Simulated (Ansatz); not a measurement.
BW₂:
```xyz
6
Lattice="-2.7519 2.7519 2.3625 2.7519 -2.7519 2.3625 2.7519 2.7519 -2.3625" Properties=species:S:1:pos:R:3 pbc="T T T"
B      0.0000     0.0000     1.1813
B      0.0000     0.0000     3.5438
W      1.8166     0.9353     2.3625
W      0.9353     1.8166     0.0000
W     -0.9353     1.8166     2.3625
W      3.6872     0.9353     0.0000
```

Relaxed with LDA. Special points in fractions of this cell's reciprocal vectors: Γ (0.000, 0.000, 0.000); X (0.000, 0.000, 0.500); M (-0.500, 0.500, 0.500); Z (0.434, 0.434, -0.434); Z0 (-0.434, 0.566, 0.434); P (0.250, 0.250, 0.250); N (0.000, 0.500, 0.000).

Task: List the band energies nearest the Fermi level at these points for LDA (plane waves, PAW; program Ansatz).

Result: In eV from the Fermi level; about four levels below and three above (degenerate sets whole), none deeper than 8.9 eV; points with the same levels are listed once.

```tsv
k	below	above
Γ	-3.29 -3.29 -2.73 -1.62 -1.19	0.02 0.82 0.82
X	-2.22 -1.31 -0.59 -0.48	0.35 0.42 0.68
M	-1.84 -1.13 -0.01 -0.01	0.24 1.33 2.57 2.57
Z	-1.37 -0.88 -0.39 -0.39	0.60 0.86 3.00 3.00
P	-3.27 -3.27 -2.06 -2.06	0.09 0.09 1.49 1.49
N	-2.96 -2.96 -1.66 -1.66	0.31 0.31 2.02 2.02
```

Space group I4/mcm. The first step of the workflow began from a Materials Project structure, measured or hypothetical; the Crystallography Open Database files this formula in space group No. 140, but the cells were not matched. Its standing as an ambient phase is unchecked. Symmetry was held in the LDA relaxation. At this level the phase is dynamically unstable (imaginary phonons). No spin polarisation was allowed. Spin–orbit coupling is left out wherever it is not named.

Potentials: the later of the program's two PAW sets.
